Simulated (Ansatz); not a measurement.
Total density of states per atom from plane-wave PAW PBE+D3(BJ) (Ansatz code), in 0.25 eV bins, energy from the Fermi level:

| E (eV) | states/eV/atom |
|---|---|
| -3.30 | 0.00 |
| -3.05 | 0.02 |
| -2.80 | 0.05 |
| -2.55 | 0.08 |
| -2.30 | 0.11 |
| -2.05 | 0.27 |
| -1.80 | 0.88 |
| -1.55 | 1.49 |
| -1.30 | 1.99 |
| -1.05 | 1.68 |
| -0.80 | 1.83 |
| -0.55 | 1.30 |
| -0.30 | 1.46 |
| -0.05 | 1.30 |
| 0.20 | 1.94 |
| 0.45 | 1.51 |
| 0.70 | 1.70 |
| 0.95 | 2.16 |
| 1.20 | 2.18 |

**Question.** Pick the material that matches.
A) La, dhcp (α-La type)
B) Au, fcc (Cu type)
C) Rh, fcc (Cu type)
D) Re, hcp (Mg type)

**Answer.** A, La, dhcp (α-La type). Within 0.5 eV of the Fermi level: La 5d 76 %, La 4f 14 %, La 6s 6 %. Projections are on Löwdin-orthogonalised atomic valence shells; empty p or d shells of many metals are not among them.

Space group P6_3/mmc (dhcp (α-La type)). Symmetry was held in the PBE+D3(BJ) relaxation. The pairwise dispersion correction was not fitted to metals. Scalar-relativistic: spin–orbit coupling is off unless named, which matters more the heavier the elements.

Potentials: the later of the program's two PAW sets.
